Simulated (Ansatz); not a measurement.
Calculated coordination and ³⁵Cl quadrupole coupling for Na2MgCl4

Cell: a Materials Project structure (computed, not necessarily an observed phase), taken as it stands.

Space group Pbam (No. 55); a = 6.8884, b = 11.8034, c = 3.7993 Å.

```
site  Wyckoff  site symmetry       x       y       z
  Na       4h            ..m  0.0853  0.6815  0.5000
  Mg       2a          ..2/m  0.5000  0.5000  0.0000
 Cl7       4g            ..m  0.1201  0.1966  0.0000
Cl11       4h            ..m  0.2378  0.9563  0.5000
```

One atom of each set is listed.

The numbers come from a DFT calculation in Ansatz (PBE, plane waves and PAW, scalar-relativistic, 420 eV cutoff, Γ-centred 4×3×7 k-points, Fermi–Dirac smearing 0.02 eV).

Q(³⁵Cl) = -81.12 mb.

Q: Order the Cl environments from the weakest to the strongest quadrupole coupling.
A. Cl7: 1 Mg at 2.46 Å, 4 Na at 2.77–2.79 Å
B. Cl11: 2 Mg at 2.56 Å, 2 Na at 2.89–2.92 Å

A: A (6.39 MHz, η = 0.22), B (8.86 MHz, η = 0.30).

At Cl7 V_zz points along its shortest bond, to Mg (within 7°). Like point charges on the first shell alone (each adding as 1/d³) would give the same order.
